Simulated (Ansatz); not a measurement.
ZrO2 (tetragonal-ZrO2 type, space group P4_2/nmc)

```yaml
crystal:
  lattice:
    - [3.58446, 0.00000, 0.00000]
    - [0.00000, 3.58446, 0.00000]
    - [0.00000, 0.00000, 5.17872]
  atoms:
    - { symbol: Zr, position: [0.00000, 0.00000, 0.00000] }
    - { symbol: Zr, position: [0.50000, 0.50000, 0.50000] }
    - { symbol: O, position: [0.00000, 0.50000, 0.20116] }
    - { symbol: O, position: [0.00000, 0.50000, 0.70116] }
    - { symbol: O, position: [0.50000, 0.00000, 0.29884] }
    - { symbol: O, position: [0.50000, 0.00000, 0.79884] }
```

The slice is a (010) plane (indices of the conventional cell) through the point (0.000, 0.000, 0.000) (fractional), spanned by u = [100] and v = [001] in vectors of this cell: u (3.58 Å) and v (5.18 Å, at 90° to u). It covers one period; positions are fractions (u, v).

Level of theory: PBEsol (plane waves to 420 eV, PAW, scalar-relativistic; Ansatz, a first-principles code). k mesh 9×9×7. Near the nuclei the fields are pseudised (PAW); where an atom keeps semicore shells as valence, they peak there. The PAW data are Ansatz's earlier set. This is a high-temperature form of ZrO2. ZrO2 is run without spin polarisation. ZrO2 was relaxed with its symmetry unable to fall.

Q: Around which element is the density of the lowest conduction band (whole band as if filled, smooth part) largest on this plane?

A: Zr. Mean over a disc round each atom, of radius 0.45 times the shortest bond: Zr 0.084, O 0.011 e/Å³.

Q: Around which element is the density of the highest valence band (whole band, smooth part) largest on this plane?

A: O. Mean over a disc round each atom, of radius 0.45 times the shortest bond: O 0.098, Zr 0.008 e/Å³.

Q: What is the valence density on the shortest Zr–O line in this plane (2.07 Å), at its minimum between the atoms?

A: 0.71 e/Å³.

Q: Predict the map of the electron localisation function (ELF) on the slice.

A: 
```
|xxxx##@@##--::==**####**==::--##@@##xx|
|xx%%%%%%++::==##@@@@@@@@##==::++%%%%%%|
|@@@@@@##----##@@@@@@@@@@@@##----##@@@@|
|@@%%##--::==@@@@%%xxxx%%@@@@==::--##%%|
|++==::..::**@@@@xxxxxxxx@@@@**::..::==|
|....  ..--%%@@@@xxxxxxxx@@@@%%--..  ..|
|      ..==%%@@@@xxxxxxxx@@@@%%==..    |
|      ..--##@@@@@@@@@@@@@@@@##--..    |
|        ::++%%@@@@@@@@@@@@%%++::      |
|        ..--++##%%%%%%%%##++--..      |
|          ..::--========--::..        |
|              ............            |
|                ........              |
|          ..::::--------::::..        |
|        ::--++**########**++--::      |
|      ..--**##%%@@@@@@@@%%##**--..    |
|      ::++##@@@@@@@@@@@@@@@@##++::    |
|      ::**%%@@@@%%xxxx%%@@@@%%**::    |
|      ::**%%@@@@xxxxxxxx@@@@%%**::    |
|      ::++%%@@@@xxxxxxxx@@@@%%++::    |
|      ..==%%@@@@xxxxxxxx@@@@%%==..    |
|....    ::**@@@@@@@@@@@@@@@@**::    ..|
|++++--....--##@@@@@@@@@@@@##--....--++|
|@@@@%%++::..--**%%%%%%%%**--..::++%%@@|
|@@@@@@@@++....::========::....++@@@@@@|
|xx%%@@@@%%--    ........    --%%@@@@%%|
|xxxx%%@@%%==      ....      ==%%@@%%xx|
|xxxxxx@@%%==....::----::....==%%@@xxxx|
```
Scale: ten equal steps from 0.01 (start of ' ') to 0.84 (end of '@'), in the order ' .:-=+*#%@'. Values: electron localisation function (ELF). The map has 19 points along u (two characters each, u = 0 at the left) and 28 along v (v = 0 in the bottom row). Points within 0.4 Å of a nucleus are blanked (x), as the pseudised field means little there.
